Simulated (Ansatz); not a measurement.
TiPd (CsCl type, Pm-3m), a = b = c = 3.1560 Å, α = β = γ = 90.00°.

Relaxed with r²SCAN.

### Question
Which orbitals make up the states near the Fermi level in the program Ansatz at the r²SCAN level (PAW)?

### Answer
Within 0.5 eV of the Fermi level: Ti 3d 75 %, Pd 4d 14 %, outside the projected shells 9 %. Projections are on Löwdin-orthogonalised atomic valence shells; empty p or d shells of many metals are not among them.

### Question
Tabulate the density of states.

### Answer
States/eV per cell of 2 atoms, in 0.25 eV bins, energy from the Fermi level.

```
E (eV)  total  Pd 4d  Ti 3d  Ti 4s
------  -----  -----  -----  -----
-7.85    0.01   0.00   0.00   0.01
-7.60    0.07   0.00   0.00   0.06
-7.35    0.11   0.00   0.00   0.10
-7.10    0.14   0.00   0.00   0.12
-6.85    0.18   0.00   0.00   0.15
-6.60    0.22   0.01   0.00   0.18
-6.35    0.27   0.02   0.01   0.21
-6.10    0.33   0.04   0.01   0.24
-5.85    0.44   0.09   0.02   0.28
-5.60    1.19   0.62   0.12   0.38
-5.35    2.92   1.91   0.41   0.45
-5.10    4.05   3.03   0.53   0.33
-4.85    3.50   2.83   0.47   0.12
-4.60    3.98   3.37   0.45   0.07
-4.35    4.78   4.05   0.55   0.08
-4.10    4.51   3.83   0.57   0.04
-3.85    4.10   3.58   0.42   0.03
-3.60    4.71   4.10   0.41   0.12
-3.35    3.35   2.77   0.33   0.17
-3.10    2.85   2.33   0.26   0.19
-2.85    1.29   0.80   0.22   0.20
-2.60    1.06   0.58   0.22   0.19
-2.35    0.99   0.51   0.23   0.18
-2.10    0.71   0.24   0.23   0.16
-1.85    0.72   0.13   0.35   0.14
-1.60    0.71   0.13   0.37   0.11
-1.35    0.67   0.17   0.34   0.06
-1.10    0.81   0.25   0.41   0.02
-0.85    1.36   0.37   0.70   0.04
-0.60    1.64   0.32   0.97   0.06
-0.35    2.01   0.33   1.34   0.07
-0.10    2.67   0.39   1.91   0.09
0.15     3.43   0.46   2.68   0.03
0.40     4.32   0.51   3.41   0.01
0.65     3.56   0.30   2.86   0.04
0.90     3.16   0.20   2.70   0.05
1.15     2.34   0.14   2.08   0.04
1.40     1.59   0.11   1.36   0.05
1.65     2.10   0.15   1.82   0.05
1.90     4.32   0.38   3.80   0.06
2.15     3.57   0.33   3.08   0.06
2.40     1.14   0.06   0.93   0.06
2.65     0.42   0.03   0.23   0.06
2.90     0.46   0.03   0.23   0.06
3.15     1.07   0.03   0.57   0.23
3.40     0.96   0.03   0.43   0.17
3.65     0.82   0.02   0.30   0.12
3.90     0.73   0.02   0.23   0.09
4.15     0.67   0.02   0.18   0.07
4.40     0.62   0.01   0.14   0.06
4.65     0.57   0.01   0.11   0.05
```

The workflow started from an entry of the Crystallography Open Database (COD). Whether it is the stable phase at ambient conditions was not checked. The cell was relaxed with r²SCAN under the symmetry of its start; its stability against distortions is not shown here. No spin polarisation was allowed. Spin–orbit coupling is left out wherever it is not named.

Potentials: the later of the program's two PAW sets.
